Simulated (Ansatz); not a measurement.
WO3:
```
CELL_PARAMETERS angstrom
      5.31618     0.00000     0.00000
      0.00000     5.27500     0.00000
     -0.09616     0.00000     7.73878
ATOMIC_POSITIONS crystal
  W  0.74693 0.26891 0.71848
  W  0.25307 0.73109 0.28152
  W  0.25307 0.76891 0.78152
  W  0.74693 0.23109 0.21848
  O  0.46966 0.02657 0.22799
  O  0.53034 0.97343 0.77201
  O  0.53034 0.52657 0.27201
  O  0.46966 0.47343 0.72799
  O  0.25124 0.70815 0.00609
  O  0.74876 0.29185 0.99391
  O  0.74876 0.20815 0.49391
  O  0.25124 0.79185 0.50609
  O  0.02309 0.02500 0.77185
  O  0.97691 0.97500 0.22815
  O  0.97691 0.52500 0.72815
  O  0.02309 0.47500 0.27185
```

Relaxed with PBEsol. Special points in fractions of this cell's reciprocal vectors: Γ (0.000, 0.000, 0.000); Z (0.000, 0.500, 0.000); D (0.000, 0.500, 0.500); B (0.000, 0.000, 0.500); A (-0.500, 0.000, 0.500); E (-0.500, 0.500, 0.500); C2 (-0.500, 0.500, 0.000); Y2 (-0.500, 0.000, 0.000).

### Question
List the band energies nearest the valence-band maximum at these points for plane-wave PAW PBEsol with spin–orbit coupling (Ansatz code).

### Answer
In eV from the valence-band maximum; about four levels below and three above (degenerate sets whole), none deeper than 8.9 eV; points with the same levels are listed once.

```tsv
k	below	above
Γ	-0.03 -0.03 0.00 0.00	1.57 1.57 1.66 1.66
Z	-0.38 -0.38 -0.38 -0.38	3.20 3.20 3.20 3.20
D	-0.52 -0.52 -0.52 -0.52	3.59 3.59 3.59 3.59
B	-0.01 -0.01 -0.01 -0.01	1.66 1.66 1.66 1.66
A	-0.59 -0.59 -0.59 -0.59	3.37 3.37 3.37 3.37
E	-0.64 -0.64 -0.64 -0.64 -0.64 -0.64 -0.63 -0.63	3.02 3.02 3.03 3.03
C2	-0.10 -0.10 -0.10 -0.10	1.81 1.81 1.81 1.81
Y2	-0.50 -0.50 -0.48 -0.48	3.13 3.13 3.23 3.23
```

Space group P2_1/c. The workflow started from a Materials Project entry (that database holds measured and hypothetical structures alike); the Crystallography Open Database files this formula in space group No. 14, but the cells were not matched. Whether it is the stable phase at ambient conditions was not checked. Symmetry was held in the PBEsol relaxation; its stability against distortions is not shown here. No spin polarisation was allowed. No Hubbard U is applied.

Potentials: the later of the program's two PAW sets.
